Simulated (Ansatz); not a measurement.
## Na4ZnGaP3O12: Coordination and ²³Na quadrupole coupling

Cell: a computed structure from the Materials Project (it need not be an observed phase), taken as it stands.

Space group R3c:H (No. 161); a = 8.9875, c = 21.5469 Å, γ = 120.00°.

```csv
site,Wyckoff,site symmetry,x,y,z
Na1,18b,1,0.3049,0.3423,0.5806
Na7,6a,3.,0.0000,0.0000,0.4969
Zn,6a,3.,0.0000,0.0000,0.3466
Ga,6a,3.,0.0000,0.0000,0.6504
P,18b,1,0.9598,0.3260,0.5846
O19,18b,1,0.2136,0.0171,0.3106
O25,18b,1,0.7892,0.9672,0.6929
O31,18b,1,0.0081,0.8169,0.4133
O37,18b,1,0.9715,0.1569,0.5867
```

One atom of each set is listed; the run and its k-mesh use a cell of 42 atoms with edges of 8.86, 8.86, 8.86 Å.

Computed with Ansatz: DFT, PBE, plane waves and PAW, scalar-relativistic, 420 eV cutoff, Γ-centred 3×3×3 k-points, Fermi–Dirac smearing 0.02 eV.

Q(²³Na) = 104.0 mb.

(1) Rank these Na sites by |C_Q|, smallest first.
A. Na1: 8 O at 2.37–3.01 Å; also 2 O at 3.29–3.32 Å, 1 Na at 3.32 Å
B. Na7: 6 O at 2.47–2.48 Å

Answers

(1) A (2.57 MHz, η = 0.31), B (3.01 MHz, η = 0.00).

An axis of threefold or higher order runs through Na7, so V_zz lies along it and η is zero. Like point charges on the first shell alone (each adding as 1/d³) would give the same order.
